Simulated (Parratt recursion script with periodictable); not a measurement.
EUV peak of a Si/Mo multilayer on Si against the thickness ratio

| layer, from the top | thickness (Å) | density (g/cm³) | rms roughness of its top face (Å) | δ at 13.5 nm | β at 13.5 nm |
|---|---|---|---|---|---|
| Si (in each period) | varied | 2.313 | 3 | 9.927 × 10⁻⁴ | 0.001813 |
| Mo (in each period) | varied | 10.026 | 3 | 0.07476 | 0.006314 |
| Si (substrate) | – | 2.313 | 3 | 9.927 × 10⁻⁴ | 0.001813 |

The refractive index is n = 1 − δ + iβ; the runs take δ and β at each wavelength of the scan. Vacuum lies above.

Densities are inputs, not measurements. They were set from computed cells of the Materials Project: Si from entry mp-149 (Fd-3m, 2.313 g/cm³); Mo from entry mp-129 (Im-3m, 10.026 g/cm³). A layer's crystal structure does not enter its constants, only its composition and density.

Method: EUV and soft X-ray reflectivity, Parratt recursion, Névot-Croce roughness, Henke tables (Parratt recursion script with periodictable 1.7.1).

Light falls at α = 10° from the surface normal. It is s-polarised. The wavelength is scanned from 12.42 to 14.58 nm in 161 evenly spaced points, without smoothing. The peak is the highest scan point; its wavelength and height come from a parabola through R at that point and its two neighbours.

The pair is repeated 80 times. The runs differ in the two thicknesses alone; Γ is the share of Mo in the period D.

```
Si (Å)  Mo (Å)     Γ  peak λ (nm)  peak R (%)
------  ------  ----  -----------  ----------
55.4      13.8  0.20       13.466        66.8
48.4      20.8  0.30            ?           ?
38.1      31.1  0.45       13.290        72.9
27.7      41.5  0.60       13.141        68.6
```

Task: Estimate the peak wavelength and height at Γ = 0.30.

Result: Wavelength: with δ̄ the thickness-weighted δ at 13.5 nm and α the angle from the normal (sin²α = 0.0302), λ ≈ 2D[(1 − δ̄)² − sin²α]^½.

```
Γ     D (Å)      δ̄  λ by hand (nm)  run minus hand (nm)
----  -----  ------  --------------  -------------------
0.20   69.2  0.0157          13.409                0.057
0.30   69.2  0.0232          13.303              to find
0.45   69.2  0.0341          13.150                0.140
```

The difference, interpolated in Γ, is 0.090 nm, so λ ≈ 13.303 + 0.090 = 13.393 nm.

Height: the parabola through the rows at Γ = 0.20, 0.45, 0.60 has weights 0.450, 0.800, −0.250 at Γ = 0.30, which give 71.2 %.

The run gave 13.403 nm and 72.0 %, so the estimates miss by 0.010 nm and 0.8 points. Of these 4 runs, Γ = 0.45 has the highest peak.
